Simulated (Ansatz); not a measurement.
## Equation of state of Lu2CdS4 and its gap

A database entry relaxed whole under r2SCAN (Fd-3m):

```xyz
14
Lattice="0.0000 5.5305 5.5305 5.5305 0.0000 5.5305 5.5305 5.5305 0.0000" Properties=species:S:1:pos:R:3 pbc="T T T"
Lu    6.9131    6.9131    6.9131
Lu    6.9131    4.1479    4.1479
Lu    4.1479    4.1479    6.9131
Lu    4.1479    6.9131    4.1479
Cd    0.0000    0.0000    0.0000
Cd    2.7652    2.7652    2.7652
S     4.2382    4.2382    4.2382
S     9.5880    7.0035    7.0035
S     6.8227    6.8227    4.2382
S     7.0035    9.5880    7.0035
S     4.2382    6.8227    6.8227
S     9.5880    9.5880    9.5880
S     6.8227    4.2382    6.8227
S     7.0035    7.0035    9.5880
```

The cell was scaled uniformly, its shape held, and the atoms relaxed at each volume with plane-wave PAW DFT (Ansatz 0.2.0; r2SCAN, 500 eV, 6×6×6 Γ-centred mesh, fermi-dirac occupations of width 0.020 eV; no spin, no spin-orbit coupling). One row is withheld.

```tsv
volume (Å³/atom)	energy over the lowest (meV/atom)	pressure (GPa)	gap over mesh and path (eV)
22.715	21.7	5.06	1.452
23.199	9.3	3.19	1.496
23.682	?	?	?
24.165	0.0	0.00	1.562
24.649	2.1	-1.36	1.584
25.132	8.0	-2.58	1.601
25.615	17.5	-3.69	1.610
```

Q: Fit the pressures of the other rows to the third-order Birch-Murnaghan form.

A: With f = [(V₀/V)^(2/3) − 1]/2 and P = 3B₀f(1 + 2f)^(5/2)[1 + 3(B₀′ − 4)f/2], least squares gives V₀ = 24.17 Å³ an atom, B₀ = 71.6 GPa and B₀′ = 4.3; the rows miss the fit by less than 0.01 GPa. The slope of the energies differs from these pressures by less than 0.05 GPa.

Q: How does the gap move with volume?

A: A parabola in ln(V/V₀) through the other rows has the slope dE_g/d ln V = +1.3 eV at V₀, so by B₀ the gap moves by -18 meV a GPa: it narrows under pressure.

Q: What does the withheld row hold?

A: The fit gives 1.51 GPa at 23.682 Å³; the run gave 1.51 GPa and 2.2 meV an atom. Its gap is 1.533 eV, against 1.532 eV from the parabola.

Caveats: the shape of the cell was held; 0 K, fixed nuclei; the symmetry was kept, and this need not be the phase that is stable at 0 K; one mesh for all volumes; r2SCAN gaps lie as a rule under measured ones; the slope of the gap can be off by tens of per cent, more where shallow d levels or spin-orbit coupling act on the edges; no spin-orbit coupling, which narrows gaps of heavier elements; pressure is positive in compression.
